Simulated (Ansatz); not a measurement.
**ScAl$_{3}$As$_{4}$ (P3m1) at 2 levels of theory**

One geometry, relaxed with PBE; plane waves with PAW potentials in Ansatz, scalar-relativistic. No spin polarisation. Gaps are the least over mesh and band path; pressure is positive in compression.

```
CELL_PARAMETERS angstrom
4.00858 0.00000 0.00000
-2.00429 3.47154 0.00000
0.00000 0.00000 13.41199
ATOMIC_POSITIONS crystal
Sc 0.00000 0.00000 0.08572
Al 0.00000 0.00000 0.31813
Al 0.66667 0.33333 0.56521
Al 0.33333 0.66667 0.81230
As 0.66667 0.33333 0.23878
As 0.00000 0.00000 0.50102
As 0.66667 0.33333 0.74812
As 0.33333 0.66667 0.99373
```

```tsv
level	cutoff (eV)	k mesh	gap (eV)	pressure (GPa)
PBE	420	12×12×2	0.81	0.0
```

What comes out on the same cell with r2SCAN?

| level | cutoff (eV) | k mesh | gap (eV) | pressure (GPa) |
| --- | --- | --- | --- | --- |
| r2SCAN | 500 | 12×12×2 | 1.12 | -1.6 |

The structure comes from a proposed guess; another structure or a mixture of phases may lie lower.
